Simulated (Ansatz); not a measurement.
HfO2:
```yaml
crystal:
  lattice:
    - [3.12015, 0.00000, 0.00000]
    - [-1.56007, 2.70213, 0.00000]
    - [0.00000, 0.00000, 10.84062]
  atoms:
    - { symbol: Hf, position: [0.33333, 0.66667, 0.25000] }
    - { symbol: Hf, position: [0.66667, 0.33333, 0.75000] }
    - { symbol: O, position: [0.33333, 0.66667, 0.64262] }
    - { symbol: O, position: [0.66667, 0.33333, 0.14262] }
    - { symbol: O, position: [0.66667, 0.33333, 0.35738] }
    - { symbol: O, position: [0.33333, 0.66667, 0.85738] }
```

Relaxed with PBE. Special points in fractions of this cell's reciprocal vectors: Γ (0.000, 0.000, 0.000); M (0.500, 0.000, 0.000); K (0.333, 0.333, 0.000); A (0.000, 0.000, 0.500); L (0.500, 0.000, 0.500); H (0.333, 0.333, 0.500).

Task: List the band energies nearest the valence-band maximum at these points for DFT-PBE in the program Ansatz with PAW potentials.

Result: In eV from the valence-band maximum; about four levels below and three above (degenerate sets whole), none deeper than 8.9 eV; points with the same levels are listed once.

```json
[
 {"k": "Γ", "below": "-1.97 -1.97 -0.87 -0.02", "above": "3.12 3.62 5.03"},
 {"k": "M", "below": "-1.89 -1.84 -0.38 -0.33", "above": "2.13 2.28 6.06"},
 {"k": "K", "below": "-1.73 -1.73 -0.49 -0.49", "above": "1.85 1.85 4.71 4.71"},
 {"k": "A", "below": "-1.98 -1.98 -1.98 -1.98 -0.45 -0.45", "above": "3.38 3.38 5.05 5.05"},
 {"k": "L", "below": "-1.86 -1.86 -0.36 -0.36", "above": "2.21 2.21 6.07 6.07"},
 {"k": "H", "below": "-1.71 -1.71 -0.50 -0.50", "above": "1.85 1.85 4.71 4.71"}
]
```

Space group P6_3/mmc. The cell is a constructed one: a structure type filled with these elements; neither database checked (COD, Materials Project) lists it. It is not the phase usual at ambient conditions (space group No. 14, 29). Symmetry was held in the PBE relaxation; its stability against distortions is not shown here. The run is not spin-polarised. A crystal of weakly bound layers computed without a dispersion correction: the cell and the soft elastic constants depend strongly on that. Scalar-relativistic: spin–orbit coupling is off unless named, which matters more the heavier the elements.

Potentials: the later of the program's two PAW sets.
